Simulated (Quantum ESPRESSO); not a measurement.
## NbHf2F3O5 (one run as intended and one with a planted mistake)

A calculation, not a measurement. The program is pw.x of Quantum ESPRESSO 7.5 (plane-wave density functional theory). The cell is made up: 11 atoms on a fluorite lattice with one site empty, with randomly drawn elements, strain and displacements, not relaxed. PseudoDojo standard norm-conserving files (v0.5 for PBE, v0.4.1 for LDA and PBEsol) set the functional; there is no spin polarisation, spin-orbit coupling or dispersion term, and the masses in the input are unused placeholders.

The hafnium pseudopotential is less sure than the others, with forces about 3 percent (worst 6) and pressure in oxides about 1.5 GPa (worst 2.7) from a second method in checks, which no rerun with the same files tests.

Intended input:

```
&control calculation='scf', pseudo_dir='./dojo.nc.sr.pbe.v0_5.standard.upf', outdir='./o', disk_io='low', tprnfor=.true., tstress=.true. /
&system ibrav=0, nat=11, ntyp=4, nbnd=50, ecutwfc=84.00895049, nosym=.true., tot_charge=0,
 occupations='smearing', smearing='fd', degauss=0.0018374661
/
&electrons conv_thr=7.350e-09, electron_maxstep=60, /
ATOMIC_SPECIES
F 1.0 F.upf
Hf 1.0 Hf.upf
Nb 1.0 Nb.upf
O 1.0 O.upf
CELL_PARAMETERS angstrom
5.0226 0.0 0.0
0.0 5.0226 0.0
0.0 0.0 5.0226
ATOMIC_POSITIONS angstrom
Nb -0.019 -0.0457 0.0081
Hf -0.0083 2.4945 2.4645
Hf 2.5483 0.0326 2.4736
F 1.2404 1.2971 1.1848
F 1.2651 1.2773 3.7835
O 1.23 3.775 1.2458
O 1.2469 3.7739 3.8237
O 3.7439 1.2653 1.281
F 3.7667 1.289 3.7974
O 3.829 3.8302 1.2654
O 3.7613 3.7364 3.7569
K_POINTS automatic
4 4 4 1 1 1
```

The log is shortened where brackets say so; the opening notice, blank lines, dates and the lines on written files are dropped, and the path of the files is cut. It prints rydbergs, bohrs and kilobars, and counts compression as positive stress. Where no state is partly filled, the Fermi energy that it prints is only some level between the filled and the empty states on the mesh, and need not lie in the true gap.

Log of the intended run:

```
     Program PWSCF v.7.5
     Parallel version (MPI & OpenMP), running on       4 processor cores
     Number of MPI processes:                 4
     Threads/MPI process:                     1
     [start-up lines left out]
     bravais-lattice index     =            0
     lattice parameter (alat)  =       9.4913  a.u.
     unit-cell volume          =     855.0320 (a.u.)^3
     number of atoms/cell      =           11
     number of atomic types    =            4
     number of electrons       =        88.00
     number of Kohn-Sham states=           50
     kinetic-energy cutoff     =      84.0090  Ry
     charge density cutoff     =     336.0358  Ry
     scf convergence threshold =      7.3E-09
     mixing beta               =       0.7000
     number of iterations used =            8  plain     mixing
     Exchange-correlation= PBE
                           (   1   4   3   4   0   0   0)
     [axes and pseudopotential details left out]
   Cartesian axes
     site n.     atom                  positions (alat units)
         1        Nb     tau(   1) = (  -0.0037829  -0.0090989   0.0016127  )
         2        Hf     tau(   2) = (  -0.0016525   0.4966551   0.4906821  )
         3        Hf     tau(   3) = (   0.5073667   0.0064907   0.4924939  )
         4        F      tau(   4) = (   0.2469637   0.2582527   0.2358938  )
         5        F      tau(   5) = (   0.2518815   0.2543105   0.7532951  )
         6        O      tau(   6) = (   0.2448931   0.7516028   0.2480389  )
         7        O      tau(   7) = (   0.2482579   0.7513837   0.7612989  )
         8        O      tau(   8) = (   0.7454107   0.2519213   0.2550472  )
         9        F      tau(   9) = (   0.7499502   0.2566400   0.7560626  )
        10        O      tau(  10) = (   0.7623542   0.7625931   0.2519412  )
        11        O      tau(  11) = (   0.7488751   0.7439175   0.7479990  )
     number of k points=    32  Fermi-Dirac smearing, width (Ry)=  0.0018
                       cart. coord. in units 2pi/alat
        k(    1) = (   0.1250000   0.1250000   0.1250000), wk =   0.0625000
        k(    2) = (   0.1250000   0.1250000   0.3750000), wk =   0.0625000
     [further k points left out]
     Dense  grid:    88951 G-vectors     FFT dimensions: (  60,  60,  60)
     Estimated max dynamical RAM per process >     216.51 MB
     Estimated total dynamical RAM >     800.90 MB
     Initial potential from superposition of free atoms
     starting charge      87.9939, renormalised to      88.0000
     Starting wfcs are   62 randomized atomic wfcs
     total cpu time spent up to now is        2.5 secs
     per-process dynamical memory:   150.6 Mb
     Self-consistent Calculation
     iteration #  1     ecut=    84.01 Ry     beta= 0.70
     Davidson diagonalization with overlap
     ethr =  1.00E-02,  avg # of iterations =  2.0
     total cpu time spent up to now is        5.4 secs
     total energy              =    -661.73619671 Ry
     estimated scf accuracy    <       5.23252601 Ry
     iteration #  2     ecut=    84.01 Ry     beta= 0.70
     Davidson diagonalization with overlap
     ethr =  5.95E-03,  avg # of iterations =  6.2
     total cpu time spent up to now is       10.2 secs
     total energy              =    -657.85637833 Ry
     estimated scf accuracy    <      43.81534297 Ry
     [iterations 3 to 15 left out]
     iteration # 16     ecut=    84.01 Ry     beta= 0.70
     Davidson diagonalization with overlap
     ethr =  3.56E-11,  avg # of iterations =  4.9
     total cpu time spent up to now is       59.2 secs
     total energy              =    -664.52805322 Ry
     estimated scf accuracy    <       0.00000002 Ry
     iteration # 17     ecut=    84.01 Ry     beta= 0.70
     Davidson diagonalization with overlap
     ethr =  1.99E-11,  avg # of iterations =  2.1
     total cpu time spent up to now is       62.0 secs
     End of self-consistent calculation
     [lines on levels left out]
     the Fermi energy is    10.9028 ev
!    total energy              =    -664.52805322 Ry
     estimated scf accuracy    <          6.8E-10 Ry
     smearing contrib. (-TS)   =      -0.00000000 Ry
     internal energy E=F+TS    =    -664.52805322 Ry
     The total energy is F=E-TS. E is the sum of the following terms:
     one-electron contribution =    -176.50204227 Ry
     hartree contribution      =     137.94221107 Ry
     xc contribution           =    -158.10797229 Ry
     ewald contribution        =    -467.86024973 Ry
     convergence has been achieved in  17 iterations
     Forces acting on atoms (cartesian axes, Ry/au):
     atom    1 type  3   force =    -0.04944204   -0.29136469    0.04854762
     atom    2 type  2   force =    -0.04599904    0.19651885   -0.02650348
     atom    3 type  2   force =     0.04018794   -0.17339468   -0.03224546
     atom    4 type  1   force =     0.00373345   -0.01232592    0.01341105
     atom    5 type  1   force =    -0.01361356   -0.00003739   -0.02549709
     atom    6 type  4   force =    -0.02305908    0.08226011    0.03052749
     atom    7 type  4   force =    -0.05730219    0.08899378   -0.01583911
     atom    8 type  4   force =     0.05643208   -0.01670473    0.02328003
     atom    9 type  1   force =     0.01549891   -0.01579954    0.00776797
     atom   10 type  4   force =     0.03078460    0.04726933   -0.01133880
     atom   11 type  4   force =     0.04277893    0.09458489   -0.01211021
     Total force =     0.451119     Total SCF correction =     0.000041
     Computing stress (Cartesian axis) and pressure
          total   stress  (Ry/bohr**3)                   (kbar)     P=      -42.04
  -0.00014271  -0.00007533   0.00013753          -20.99      -11.08       20.23
  -0.00007533  -0.00036127  -0.00020735          -11.08      -53.14      -30.50
   0.00013753  -0.00020735  -0.00035339           20.23      -30.50      -51.99
     init_run     :      2.36s CPU      2.43s WALL (       1 calls)
     electrons    :     59.39s CPU     59.54s WALL (       1 calls)
     forces       :      0.72s CPU      0.73s WALL (       1 calls)
     stress       :      2.42s CPU      2.43s WALL (       1 calls)
     [timing details left out]
     PWSCF        :   1m 4.96s CPU   1m 5.22s WALL
     JOB DONE.
```

A second run has one planted mistake: two atoms have their elements exchanged. The input lines that differ, file-writing options aside:

```
- O 3.7439 1.2653 1.281
+ F 3.7439 1.2653 1.281
- F 3.7667 1.289 3.7974
+ O 3.7667 1.289 3.7974
```

Its log:

```
     Program PWSCF v.7.5
     Parallel version (MPI & OpenMP), running on       4 processor cores
     Number of MPI processes:                 4
     Threads/MPI process:                     1
     [start-up lines left out]
     bravais-lattice index     =            0
     lattice parameter (alat)  =       9.4913  a.u.
     unit-cell volume          =     855.0320 (a.u.)^3
     number of atoms/cell      =           11
     number of atomic types    =            4
     number of electrons       =        88.00
     number of Kohn-Sham states=           50
     kinetic-energy cutoff     =      84.0090  Ry
     charge density cutoff     =     336.0358  Ry
     scf convergence threshold =      7.3E-09
     mixing beta               =       0.7000
     number of iterations used =            8  plain     mixing
     Exchange-correlation= PBE
                           (   1   4   3   4   0   0   0)
     [axes and pseudopotential details left out]
   Cartesian axes
     site n.     atom                  positions (alat units)
         1        Nb     tau(   1) = (  -0.0037829  -0.0090989   0.0016127  )
         2        Hf     tau(   2) = (  -0.0016525   0.4966551   0.4906821  )
         3        Hf     tau(   3) = (   0.5073667   0.0064907   0.4924939  )
         4        F      tau(   4) = (   0.2469637   0.2582527   0.2358938  )
         5        F      tau(   5) = (   0.2518815   0.2543105   0.7532951  )
         6        O      tau(   6) = (   0.2448931   0.7516028   0.2480389  )
         7        O      tau(   7) = (   0.2482579   0.7513837   0.7612989  )
         8        F      tau(   8) = (   0.7454107   0.2519213   0.2550472  )
         9        O      tau(   9) = (   0.7499502   0.2566400   0.7560626  )
        10        O      tau(  10) = (   0.7623542   0.7625931   0.2519412  )
        11        O      tau(  11) = (   0.7488751   0.7439175   0.7479990  )
     number of k points=    32  Fermi-Dirac smearing, width (Ry)=  0.0018
                       cart. coord. in units 2pi/alat
        k(    1) = (   0.1250000   0.1250000   0.1250000), wk =   0.0625000
        k(    2) = (   0.1250000   0.1250000   0.3750000), wk =   0.0625000
     [further k points left out]
     Dense  grid:    88951 G-vectors     FFT dimensions: (  60,  60,  60)
     Estimated max dynamical RAM per process >     216.51 MB
     Estimated total dynamical RAM >     800.90 MB
     Initial potential from superposition of free atoms
     starting charge      87.9939, renormalised to      88.0000
     Starting wfcs are   62 randomized atomic wfcs
     total cpu time spent up to now is        2.4 secs
     per-process dynamical memory:   150.6 Mb
     Self-consistent Calculation
     iteration #  1     ecut=    84.01 Ry     beta= 0.70
     Davidson diagonalization with overlap
     ethr =  1.00E-02,  avg # of iterations =  2.0
     total cpu time spent up to now is        5.2 secs
     total energy              =    -661.67627546 Ry
     estimated scf accuracy    <       5.27287005 Ry
     iteration #  2     ecut=    84.01 Ry     beta= 0.70
     Davidson diagonalization with overlap
     ethr =  5.99E-03,  avg # of iterations =  6.2
     total cpu time spent up to now is       10.0 secs
     total energy              =    -657.71181310 Ry
     estimated scf accuracy    <      44.94663723 Ry
     [iterations 3 to 15 left out]
     iteration # 16     ecut=    84.01 Ry     beta= 0.70
     Davidson diagonalization with overlap
     ethr =  3.60E-10,  avg # of iterations =  2.0
     total cpu time spent up to now is       56.0 secs
     total energy              =    -664.50128263 Ry
     estimated scf accuracy    <       0.00000009 Ry
     iteration # 17     ecut=    84.01 Ry     beta= 0.70
     Davidson diagonalization with overlap
     ethr =  1.06E-10,  avg # of iterations =  3.4
     total cpu time spent up to now is       59.0 secs
     End of self-consistent calculation
     [lines on levels left out]
     the Fermi energy is    10.9793 ev
!    total energy              =    -664.50128265 Ry
     estimated scf accuracy    <          6.5E-09 Ry
     smearing contrib. (-TS)   =      -0.00000000 Ry
     internal energy E=F+TS    =    -664.50128264 Ry
     The total energy is F=E-TS. E is the sum of the following terms:
     one-electron contribution =    -176.96016229 Ry
     hartree contribution      =     138.12201599 Ry
     xc contribution           =    -158.09663596 Ry
     ewald contribution        =    -467.56650039 Ry
     convergence has been achieved in  17 iterations
     Forces acting on atoms (cartesian axes, Ry/au):
     atom    1 type  3   force =    -0.05482731   -0.27794077   -0.14300697
     atom    2 type  2   force =    -0.03730876    0.20631495    0.11250592
     atom    3 type  2   force =     0.03222499   -0.18471856    0.11107598
     atom    4 type  1   force =    -0.00582971   -0.00852563    0.01388985
     atom    5 type  1   force =    -0.00150578   -0.00351158   -0.02997769
     atom    6 type  4   force =    -0.01369387    0.07768709    0.03203727
     atom    7 type  4   force =    -0.06098290    0.08861473   -0.02257368
     atom    8 type  1   force =     0.01112550    0.02196443   -0.02202717
     atom    9 type  4   force =     0.06469024   -0.06438969   -0.02626298
     atom   10 type  4   force =     0.02105671    0.06745393   -0.00916807
     atom   11 type  4   force =     0.04505089    0.07705109   -0.01649245
     Total force =     0.498790     Total SCF correction =     0.000161
     Computing stress (Cartesian axis) and pressure
          total   stress  (Ry/bohr**3)                   (kbar)     P=      -40.29
  -0.00008364  -0.00002179  -0.00023399          -12.30       -3.20      -34.42
  -0.00002179  -0.00033134   0.00015425           -3.20      -48.74       22.69
  -0.00023399   0.00015425  -0.00040668          -34.42       22.69      -59.82
     init_run     :      2.24s CPU      2.31s WALL (       1 calls)
     electrons    :     56.40s CPU     56.66s WALL (       1 calls)
     forces       :      0.76s CPU      0.77s WALL (       1 calls)
     stress       :      2.46s CPU      2.47s WALL (       1 calls)
     [timing details left out]
     PWSCF        :   1m 1.93s CPU   1m 2.29s WALL
     JOB DONE.
```

|  | intended run | run with the mistake |
| --- | --- | --- |
| free energy (eV) | -9041.365 | -9041.001 |
| smearing term -TS (eV) | 0.0000 | 0.0000 |
| pressure (GPa) | -4.20 | -4.03 |
| largest force component (eV/Å) | 7.491 | 7.146 |
| largest change of a force component (eV/Å) |  | 4.925 |
| iterations | 17 | 17 |

For scale, a rerun of the intended cell at a cutoff of 1467 eV and k mesh 6 x 6 x 6 moved values by no more than 0.002 eV in energy, 0.05 GPa in stress and 0.010 eV/Å in force.